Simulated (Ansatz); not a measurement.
RuS$_{2}$ (Pa-3), relaxed with r²SCAN (Ansatz, a quantum-chemistry and plane-wave program, plane waves, PAW): a = b = c = 5.6334 Å, α = β = γ = 90.00°.

| Item | Result |
|---|---|
| gap (eV) | 0.89 |
| ΔH_f (eV/atom) | -0.70 |

Task: The same phase is relaxed and computed with PBE in the same code. What are the cell and these values now?

Result: a = b = c = 5.649 Å, α = β = γ = 90.00°.

- gap (eV) = 0.57
- ΔH_f (eV/atom) = -0.57

All cells were relaxed under the symmetry of their starts (and spin orders); stability against distortions was not tested throughout. Rows with no word on spin ran without spin polarisation. Scalar-relativistic: spin–orbit coupling is off unless named, which matters more the heavier the elements.

Potentials: the earlier of the program's two PAW sets.

Ansatz is a plane-wave DFT program.

Formation energies count from the lowest solids of the elements computed at the same level, not from gases.
